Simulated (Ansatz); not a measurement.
## 4 guesses for GaSi3S2 and where they end

The calculation used DFT PBE, scalar-relativistic, plane waves, PAW (Ansatz). Settings: cutoff 420 eV, Γ-centred meshes spaced at most about 0.3 Å⁻¹, and about 0.25 Å⁻¹ or finer for metals (2π included), Gaussian smearing. No spin polarisation in the final relaxations.

Each guess was relaxed in cell and atoms at zero pressure, within the symmetry of its start. These are static total energies at zero pressure. Coordination counts S or Si atoms around Ga (for each partner element, those within 1.25 times its shortest distance or 1.15 times the sum of covalent radii, where it is the nearest in units of that sum or under 1.3; the shortest distance is added where it is long for a bond).

```
guess      made from  start group  V start (Å³/atom)  end group  V end (Å³/atom)  coordination at the end  gap on mesh (eV)  E over the lowest end (meV/atom)
    1    random cell         Cmmm               20.7       Cmmm             18.7                     Ga 4                 0                                 0
    2  MgSc3Ru2 type       P4/mmm               21.3     P4/mmm             16.9          Ga 8 from 3.1 Å                 0                                81
    3    random cell       P6/mmm               19.1          ?                ?                        ?                 ?                                 ?
    4  Sn2Pd3Au type        P-3m1               16.5      P-3m1             17.6                     Ga 8                 0                                77
```

Guess 3 as it starts:

Space group P6/mmm (No. 191). a = 5.384 Å, b = 5.384 Å, c = 4.562 Å, α = 90.00°, β = 90.00°, γ = 120.00°
| atom | site | symmetry | x | y | z |
| --- | --- | --- | --- | --- | --- |
| Ga | 1a | 6/mmm | 0.0000 | 0.0000 | 0.0000 |
| Si | 3g | mmm | 0.5000 | 0.0000 | 0.5000 |
| S | 2d | -6m2 | 0.3333 | 0.6667 | 0.5000 |

Problem. Fill in the missing row: what does this guess relax into, and where does it rank?

Solution. It ends in space group P6/mmm (No. 191), with a = 8.185 Å, c = 2.408 Å, 23.3 Å³/atom and no gap. It lies 215 meV/atom over the lowest end, above guess 2 and so the highest of the set. Counting S or Si atoms around Ga, this end has Ga 12 from 4.3 Å and the lowest (guess 1) has Ga 4. This end holds Si–Si chains (shortest 2.41 Å) and S–S chains (shortest 2.41 Å); in the lowest (guess 1) the shortest Si–Si distance is 2.64 Å, near bonding range too and the shortest S–S distance is 3.43 Å.

Space group P6/mmm (No. 191). a = 8.185 Å, b = 8.185 Å, c = 2.408 Å, α = 90.00°, β = 90.00°, γ = 120.00°
```tsv
atom	site	symmetry	x	y	z
Ga	1a	6/mmm	0.0000	0.0000	0.0000
Si	3g	mmm	0.5000	0.0000	0.5000
S	2d	-6m2	0.3333	0.6667	0.5000
```

The zero of energy is the elements' standard structures at the same level; no fitted shifts are applied.

Problem. Is the lowest end bound against the elements?

Solution. No: its formation energy is +0.31 eV/atom. A positive value: parting into the elements would lower its energy.

For metals, differences of a few meV/atom aren't resolved. Weakly bound directions are ill-defined at this level, which has no dispersion term (P4/mmm), and this can change margins and order among such cells. In Cmmm, P-3m1, P4/mmm, P6/mmm an odd number of electrons in the primitive cell allows no gap without spin; a larger cell or a magnetic state could open one. A magnetic state wasn't ruled out in cells without spin, among them Cmmm, P-3m1, P4/mmm, P6/mmm. The reference form of S is held partly by dispersion forces, which this level lacks. Cells relaxed within their symmetry can be saddle points. A lower structure may well exist outside this small set. Some candidate types were left out of the draw beforehand, so a known form may be missing.
